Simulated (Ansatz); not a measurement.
# Is this SiBr₅ structure stable?

The cell was found from a structure generator's guess, not taken from experiment.

Level of theory: DFT PBE, scalar-relativistic, plane waves, PAW (Ansatz 0.2.0). Cutoff 420 eV, Γ-centred 6×6×6 mesh (6-atom cell), Gaussian smearing of 0.10 eV, no spin polarisation.

```xyz
6
Lattice="0.0000 5.5189 5.5189 5.5189 0.0000 5.5189 5.5189 5.5189 0.0000" Properties=species:S:1:pos:R:3 pbc="T T T"
Si    8.2783    8.2783    8.2783
Br    2.7594    2.7594    2.7594
Br    9.5543    7.0022    7.0022
Br    7.0022    9.5543    7.0022
Br    7.0022    7.0022    9.5543
Br    9.5543    9.5543    9.5543
```

Energies over the elements count from the elements' standard structures at the same level, with no fitted energy shifts. The references include crystalline Br.

**Question.** These tests were run: energy against the elements; phonons at Γ. What do they show?

**Answer.**

| test | result |
| --- | --- |
| energy against the elements | −0.44 eV/atom |
| phonons at Γ | imaginary modes down to 19i cm⁻¹ |

It fails none of these tests outright. Other phases of the system weren't compared here, so this isn't yet thermodynamic stability. Phonons away from Γ weren't computed. Undecided within the accuracy: phonons at Γ.

Weakly bound directions are ill-defined at this level, which has no dispersion term. An odd number of electrons in the primitive cell allows no gap without spin; a larger cell or a magnetic state could open one. The cell is a metal run without spin; a magnetic state may lie lower. The reference form of Br is held partly by dispersion forces, which this level lacks. The run for the phonons used a 6×6×6 k mesh and Fermi–Dirac smearing of 0.15 eV.
